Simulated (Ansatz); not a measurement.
# VGe$_{3}$: do energies and stresses tell the same story?

These are results of DFT r2SCAN, scalar-relativistic, plane waves, PAW (Ansatz 0.2.0), not measurements.

Cutoff 500 eV; k points 8×8×8 on the computed 8-atom cell (Γ-centred); Gaussian smearing, width 0.10 eV; collinear spin from starting moments 2.07 2.07 0 0 0 0 0 0 μB.

Relaxed cell: Pm-3n, a = 5.072 Å, b = 5.072 Å, c = 5.072 Å, α = 90.00°, β = 90.00°, γ = 90.00°, 8 atoms in the primitive cell. Whether it is the stable form of this composition wasn't checked.

Energies at zero smearing and pressures from the stress tensor, at volumes with shape and atoms relaxed:
| V (Å³/atom) | E − E(first) (meV/atom) | P (GPa) |
| --- | --- | --- |
| 15.328 | 0.00 | 6.44 |
| 15.818 | -13.99 | 2.88 |
| 16.307 | -17.99 | 0.00 |
| 16.796 | -14.30 | -2.34 |
| 17.285 | -4.03 | -4.31 |

Question: Check P = −dE/dV between neighbouring volumes, and get the bulk modulus from the pressures alone.

Answer: With 1 eV/Å³ = 160.2 GPa:
```json
{"middle V (Å³/atom)": "15.573", "−ΔE/ΔV (GPa)": "4.583", "mean P (GPa)": "4.658"}
{"middle V (Å³/atom)": "16.062", "−ΔE/ΔV (GPa)": "1.310", "mean P (GPa)": "1.439"}
{"middle V (Å³/atom)": "16.551", "−ΔE/ΔV (GPa)": "-1.209", "mean P (GPa)": "-1.171"}
{"middle V (Å³/atom)": "17.041", "−ΔE/ΔV (GPa)": "-3.366", "mean P (GPa)": "-3.327"}
```

The two differ by 0.13 GPa at most. The mean of two end pressures misses the average over a step by about ΔV² P″/12, up to 0.06 GPa here; with that taken off 0.08 GPa remains. The stress is the derivative of the free energy, not of the energy at zero smearing, and with free energies 0.01 GPa remains. The largest site moment goes from 1.71 to 2.09 μB along the series, which bends P(V). Around V = 16.307 Å³/atom, the two neighbours give B = −V ΔP/ΔV = 16.307 × 5.22 / 0.978 = 87.0 GPa, against B0 = 86.6 GPa from the Birch–Murnaghan fit of the energies.

The state reached may not be the lowest one.

Only this magnetic start was tried.

Cost: 6 runs of about 10 core-minutes in all, on AMD EPYC 9R45 (Zen 5) (shared hosts).